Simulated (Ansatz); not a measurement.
Re (hcp (Mg type), P6_3/mmc) at seven volumes, DFT-r²SCAN+D4 in the program Ansatz with PAW potentials, shape and atoms relaxed at each. One row is withheld.

```json
[
 {"V (Å³/atom)": "13.309", "P (GPa)": "?"},
 {"V (Å³/atom)": "13.748", "P (GPa)": "27.90"},
 {"V (Å³/atom)": "14.187", "P (GPa)": "12.84"},
 {"V (Å³/atom)": "14.625", "P (GPa)": "0.00"},
 {"V (Å³/atom)": "15.064", "P (GPa)": "-10.93"},
 {"V (Å³/atom)": "15.503", "P (GPa)": "-20.23"},
 {"V (Å³/atom)": "15.942", "P (GPa)": "-28.11"}
]
```

Task: Fit the shown pressures and predict the withheld one.

Result: P = (3/2)B₀(x^(7/2) − x^(5/2))[1 + (3/4)(B′ − 4)(x − 1)] with x = (V₀/V)^(2/3). Least squares on the six rows gives V₀ = 14.625 Å³/atom, B₀ = 394 GPa, B′ = 4.39. At V = 13.309, x = 1.0649 and P = 45.72 GPa. The run itself gave 45.58 GPa.

Symmetry was held in the r²SCAN+D4 relaxation. The run is not spin-polarised. The pairwise dispersion correction was not fitted to metals. Scalar-relativistic: spin–orbit coupling is off unless named, which matters more the heavier the elements.

Potentials: the later of the program's two PAW sets.
